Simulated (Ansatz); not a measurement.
Method: Ansatz, DFT, PBEsol, plane waves (420 eV) with PAW, scalar-relativistic. (PAW data from PBE, frozen cores regenerated.)

An element in the dhcp structure gives this curve. The cell is scaled uniformly from the relaxed one, with fractional coordinates and shape fixed. Energies are extrapolated to zero smearing, pressures are those at the given smearing. Magnetic state: spin not included.

```
V (Å³/atom)  E − E₀ (meV/atom)  P (GPa)
     14.975              178.2    32.19
     15.656               71.8    18.53
     16.337               16.4     8.08
     17.018               -0.1     0.08
     17.698               13.3    -6.01
     18.379               49.2   -10.60
     19.060              101.9   -14.03
```

Task: Which element is it?
A. tantalum
B. aluminium
C. gold
D. arsenic

Result: C. Its fit is V₀ = 17.02 Å³/atom, B₀ = 173 GPa, B₀′ = 5.8.
